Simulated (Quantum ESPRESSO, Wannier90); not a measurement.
## Tight-binding from DFT: Ag (bcc (W type), model phase)

```
begin unit_cell_cart
ang
   -1.6556550000    1.6556550000    1.6556550000
    1.6556550000   -1.6556550000    1.6556550000
    1.6556550000    1.6556550000   -1.6556550000
end unit_cell_cart
begin atoms_frac
Ag   0.0000000000  0.0000000000  0.0000000000
end atoms_frac
```

Materials Project entry mp-2646971; symmetrised, unrelaxed at this level. This isn't the element's usual structure (fcc); take it as a model of another phase. Method: PBEsol plane waves in Quantum ESPRESSO 7.5 (PseudoDojo norm-conserving files, 66 Ry, spinors with spin-orbit coupling), Bloch states on a 10×10×10 mesh through Γ, Wannier90 4.0.1. Density: 18×18×18 mesh, cold smearing 0.01 Ry.

A tight-binding model is made by disentanglement and projection with no localisation steps (num_iter = 0), so the 18 orbitals stay atom-like: hydrogen-like Ag: s;p;d, axes along x, y, z; frozen window up to 1.50 eV relative to the Fermi level. It follows pw.x to 5.1 meV rms for states up to 1.0 eV relative to the Fermi level. Matrix elements depend on this choice of orbitals and windows.

The 20 largest hoppings ⟨m,0|H|n,R⟩ between different sites (one of each Hermitian pair; signs follow the real orbitals' lobes; the list may end inside a set of equal values):

```json
[
 {"m": "Ag1 px↑", "n": "Ag1 px↑", "R": "0 1 1", "distance of the centres (Å)": "3.31", "t (eV)": "1.842", "Im t (eV)": "0.000"},
 {"m": "Ag1 px↓", "n": "Ag1 px↓", "R": "0 1 1", "distance of the centres (Å)": "3.31", "t (eV)": "1.842", "Im t (eV)": "0.000"},
 {"m": "Ag1 py↑", "n": "Ag1 py↑", "R": "1 0 1", "distance of the centres (Å)": "3.31", "t (eV)": "1.842", "Im t (eV)": "0.000"},
 {"m": "Ag1 py↓", "n": "Ag1 py↓", "R": "1 0 1", "distance of the centres (Å)": "3.31", "t (eV)": "1.842", "Im t (eV)": "0.000"},
 {"m": "Ag1 pz↑", "n": "Ag1 pz↑", "R": "1 1 0", "distance of the centres (Å)": "3.31", "t (eV)": "1.842", "Im t (eV)": "0.000"},
 {"m": "Ag1 pz↓", "n": "Ag1 pz↓", "R": "1 1 0", "distance of the centres (Å)": "3.31", "t (eV)": "1.842", "Im t (eV)": "0.000"},
 {"m": "Ag1 px↑", "n": "Ag1 py↑", "R": "0 0 1", "distance of the centres (Å)": "2.87", "t (eV)": "1.170", "Im t (eV)": "-0.003"},
 {"m": "Ag1 px↓", "n": "Ag1 py↓", "R": "0 0 1", "distance of the centres (Å)": "2.87", "t (eV)": "1.170", "Im t (eV)": "0.003"},
 {"m": "Ag1 py↑", "n": "Ag1 px↑", "R": "0 0 1", "distance of the centres (Å)": "2.87", "t (eV)": "1.170", "Im t (eV)": "0.003"},
 {"m": "Ag1 py↓", "n": "Ag1 px↓", "R": "0 0 1", "distance of the centres (Å)": "2.87", "t (eV)": "1.170", "Im t (eV)": "-0.003"},
 {"m": "Ag1 px↑", "n": "Ag1 py↑", "R": "0 1 0", "distance of the centres (Å)": "2.87", "t (eV)": "-1.170", "Im t (eV)": "-0.003"},
 {"m": "Ag1 px↓", "n": "Ag1 py↓", "R": "0 1 0", "distance of the centres (Å)": "2.87", "t (eV)": "-1.170", "Im t (eV)": "0.003"},
 {"m": "Ag1 py↑", "n": "Ag1 px↑", "R": "0 1 0", "distance of the centres (Å)": "2.87", "t (eV)": "-1.170", "Im t (eV)": "0.003"},
 {"m": "Ag1 py↓", "n": "Ag1 px↓", "R": "0 1 0", "distance of the centres (Å)": "2.87", "t (eV)": "-1.170", "Im t (eV)": "-0.003"},
 {"m": "Ag1 px↑", "n": "Ag1 py↑", "R": "1 0 0", "distance of the centres (Å)": "2.87", "t (eV)": "-1.170", "Im t (eV)": "-0.003"},
 {"m": "Ag1 px↓", "n": "Ag1 py↓", "R": "1 0 0", "distance of the centres (Å)": "2.87", "t (eV)": "-1.170", "Im t (eV)": "0.003"},
 {"m": "Ag1 py↑", "n": "Ag1 px↑", "R": "1 0 0", "distance of the centres (Å)": "2.87", "t (eV)": "-1.170", "Im t (eV)": "0.003"},
 {"m": "Ag1 py↓", "n": "Ag1 px↓", "R": "1 0 0", "distance of the centres (Å)": "2.87", "t (eV)": "-1.170", "Im t (eV)": "-0.003"},
 {"m": "Ag1 px↑", "n": "Ag1 py↑", "R": "1 1 1", "distance of the centres (Å)": "2.87", "t (eV)": "1.170", "Im t (eV)": "-0.003"},
 {"m": "Ag1 px↓", "n": "Ag1 py↓", "R": "1 1 1", "distance of the centres (Å)": "2.87", "t (eV)": "1.170", "Im t (eV)": "0.003"}
]
```
